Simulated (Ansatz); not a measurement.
Antifluorite Ca₂C (r2SCAN geometry), in Ansatz:

```
C Ca
1.0
     0.00000    3.12858    3.12858
     3.12858    0.00000    3.12858
     3.12858    3.12858    0.00000
C Ca
1 2
Direct
  0.00000 0.00000 0.00000
  0.25000 0.25000 0.25000
  0.75000 0.75000 0.75000
```

G0W0@HSE06 with 230 empty bands, a screening cutoff of 140 eV and a 4×4×4 mesh (PAW, contour deformation) gives 0.953 eV over the mesh points, from an HSE06 gap of 0.826 eV; it sums over 242 bands with 259 plane waves in the screening and a wave cutoff of 420 eV. G0W0 here is at a finite number of bands, screening cutoff and k mesh, not at the basis limit. No spin polarisation. The prototype was imposed, so other structures may be more stable.

Task: Another run gave a Kohn-Sham gap of 0.413 eV and a G0W0 gap of 0.651 eV, summing over 242 bands with 259 plane waves in the screening and a wave cutoff of 500 eV. What was changed?

Result: Starting point r2SCAN, with them a wave cutoff of 500 eV. The Kohn-Sham gap has moved while bands and screening basis stay; the higher wave cutoff is that of a meta-GGA.
